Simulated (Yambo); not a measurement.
G0W0@PBEsol for Cs2SiF6 (space group Fm-3m, No. 225) in Yambo. Reference settings: 2×2×2 Γ-centred k mesh, 317 bands and a 8 Ry block in the screening, 317 bands in G with the Bruneval-Gonze terminator, plasmon pole fitted at 27.2 eV. The PBEsol gap Γ → Γ on this mesh is 7.26 eV; G0W0 gaps are taken between the same points.

The settings were changed. The gap went from 11.04 eV to 11.33 eV, and the shift of the valence edge from -2.70 eV to -3.08 eV.

Question: What was changed between the two runs?
A) 117 bands in G, no terminator
B) 117 bands in W, 117 bands in G
C) no random integration
D) 3 Ry block

Answer: D, 3 Ry block. The others gave (gap, valence shift): no random integration: 10.85, -2.37 eV; 117 bands in W, 117 bands in G: 11.22, -2.60 eV; 117 bands in G, no terminator: 10.72, -2.08 eV.

Geometry of the Materials Project entry, not relaxed at this level; primitive cell a = 6.2425 Å, b = 6.2425 Å, c = 6.2425 Å, α = 60.00°, β = 60.00°, γ = 60.00°.

A shift is the quasiparticle energy of the state minus its PBEsol energy.
